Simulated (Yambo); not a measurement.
G0W0@PBEsol for Ba₂WZnO₆ (space group Fm-3m, No. 225) in Yambo (2×2×2 mesh, 7 Ry block, plasmon pole, screening fixed), without a terminator:

```
bands N in G  gap Γ → X (eV)  shift of the valence edge (eV)
------------  --------------  ------------------------------
97                     4.672                           0.358
151                    4.541                           0.028
222                    4.494                          -0.156
```

Extrapolate both columns to infinite N with E(N) = E∞ + A/N, test the form, and compare with the terminator.

From two points, E∞ = (N2 E2 − N1 E1)/(N2 − N1). The two largest N give 4.39 eV for the gap and -0.55 eV for the shift; the two smallest give 4.31 eV and -0.56 eV. For the gap the slopes A are 36 and 22 eV: the form isn't reached, and its limit is uncertain. For the shift the slopes A are 90 and 87 eV: the 1/N form holds. With the Bruneval-Gonze terminator and 222 bands the run gives 4.44 eV and -0.39 eV, 0.05 eV and 0.16 eV from the extrapolated values: the terminator too is an estimate of the remainder. Block, mesh and the bands in W are held fixed.

Spin-orbit coupling is not included.

Geometry of the Materials Project entry, not relaxed at this level; primitive cell a = 5.841 Å, b = 5.841 Å, c = 5.841 Å, α = 60.00°, β = 60.00°, γ = 60.00°.

A shift is the quasiparticle energy of the state minus its PBEsol energy.
